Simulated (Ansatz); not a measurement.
TiN (rock salt)

```
TiN
1.0
    0.00000     2.12337     2.12337
    2.12337     0.00000     2.12337
    2.12337     2.12337     0.00000
N Ti
1 1
Cartesian
  0.00000   0.00000   0.00000
  2.12337   2.12337   2.12337
```

The volume is varied about the relaxed value V₀ at fixed cell shape. Symmetry pins the atoms to their sites.

Method: PBE (plane waves to 420 eV, PAW, scalar-relativistic; Ansatz, a first-principles code). k mesh 19×19×19 (Γ-centred), Fermi-Dirac smearing 0.05 eV. Energies are smeared free energies. Stress and pressure are positive under compression. The PAW data are Ansatz's earlier set. TiN is run without spin polarisation. TiN was relaxed with its symmetry unable to fall. The zero of ΔE is the relaxed starting cell. The last digit holds for this mesh only.

```
V (Å³/atom)  ΔE (meV/atom)
-----------  -------------
8.042                286.9
8.297                188.7
8.552             withheld
8.808                 61.3
9.063                 25.9
9.318                  6.2
9.574                  0.0
9.829                  5.6
10.084                21.4
10.339                46.2
10.595                78.6
10.850               117.8
11.105               162.7
```

Q: Fit a third-order Birch-Murnaghan form (E₀, V₀, B₀, B₀′ free) to the given rows and predict ΔE at V = 8.552.

A: Least squares on the 12 given rows: ΔE = E₀ + (9V₀B₀/16)·y²·[2 + (B₀′ − 4)y], y = (V₀/V)^(2/3) − 1, with V₀ = 9.574 Å³/atom, B₀ = 276.3 GPa (160.2 GPa = 1 eV/Å³; the term in eV is multiplied by 1000), B₀′ = 4.26, E₀ = 0.03 meV/atom; root-mean-square residual 0.06 meV/atom. At 8.552 the fit gives 114.7 meV/atom; the calculation gives 114.6 meV/atom, so the interpolation is off by 0.1 (+0.1 %). For the pressure the fit gives 39.7 GPa against the computed 39.7 GPa.

(Under strain, the slope of the energy per volume gives the stress and its curvature an elastic modulus.)
